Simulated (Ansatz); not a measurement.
## Sc$_{3}$Al: how the free axis answers a strain

Sc$_{3}$Al, Pm-3m, a = 4.375 Å. The structure is a Materials Project entry; whether it is the stable form wasn't checked. Ansatz: PBEsol, PAW, 420 eV, Γ-centred 12×12×12 mesh on 4 atoms, Gaussian smearing 0.10 eV; no spin polarisation. Series: biaxial strain in the a-b plane, c and atoms relaxed; x is the strain in per cent. y is the change of c in per cent of 4.375 Å.

```tsv
x (%)	y (%)
-6.0	?
-4.0	3.32
-2.0	1.62
0.0	0.00
2.0	-1.63
4.0	-3.34
6.0	-5.22
```

Fit y = c1 x + c2 x² to the other rows, say what c1 measures, and predict the missing y.

Least squares on the rows shown. y = −0.8364 x − 0.004141 x². With no stress along c, c1 = −2C12/C11 = -0.836. At x = -6.0 the fit asked for gives 4.87 %. The run gave 5.03 %, so the fit is 0.16 % too low, 1.6 % of the span of the series, against an rms of 0.05 % on the fitted rows. The row lies outside the fitted range. With a term in x³ added, a fit to the same known rows predicts 5.17 %, which misses by about as much or more on the other side: the known rows don't fix the higher terms.

Cost: 7 runs of about 9.3 core-minutes in all, on AMD EPYC 7R43 (Zen 3) (shared hosts).